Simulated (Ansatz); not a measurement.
Input:

Ca (fcc, Cu type)

```yaml
crystal:
  lattice:
    - [0.00000, 5.52644, 5.52644]
    - [2.76322, 0.00000, 2.76322]
    - [2.76322, 2.76322, 0.00000]
  atoms:
    - { symbol: Ca, position: [0.00000, 0.00000, 0.00000] }
    - { symbol: Ca, position: [0.50000, 0.00000, 0.00000] }
```

A phonon eigenvector at L = (0.5, 0.0, 0.0) is frozen into this cell: atom i moves by Q times the vector below, so Q is the largest atomic displacement, in Å. The cell is held. (q is in reciprocal vectors of the primitive cell; the cell shown is doubled to hold the pattern.)

```csv
atom,x,y,z
Ca1,-0.577,0.577,0.577
Ca2,0.577,-0.577,-0.577
```

The numbers are results of PBE (plane waves to 420 eV, PAW, scalar-relativistic; Ansatz, an electronic-structure program), not measurements. k mesh 15×15×15 (Γ-centred), Fermi-Dirac smearing 0.05 eV. The energy includes the smearing's −TS. With partly filled bands, energies and forces of such displacements shift with the k mesh and the smearing. Ca was relaxed with its symmetry unable to fall. The PAW data are Ansatz's earlier set. The zero of ΔE is the undisplaced structure.

The scan covers Q from -0.100 to 0.100 Å in 13 points.

Question: Is this a single well or a double well?

Answer: A single well with its minimum at or next to zero displacement.

Question: Which space group does the distorted structure have?

Answer: R-3m (No. 166), lowered from Fm-3m.

Question: What is the energy change at Q = 0.100 Å?

Answer: 35.2 meV/cell.

Question: What harmonic wavenumber does the curvature at Q = 0 give?

Answer: 154 cm⁻¹.

(For displaced atoms, the force is minus the slope of the energy, and its curvature is a force constant, which sets phonon frequencies.)
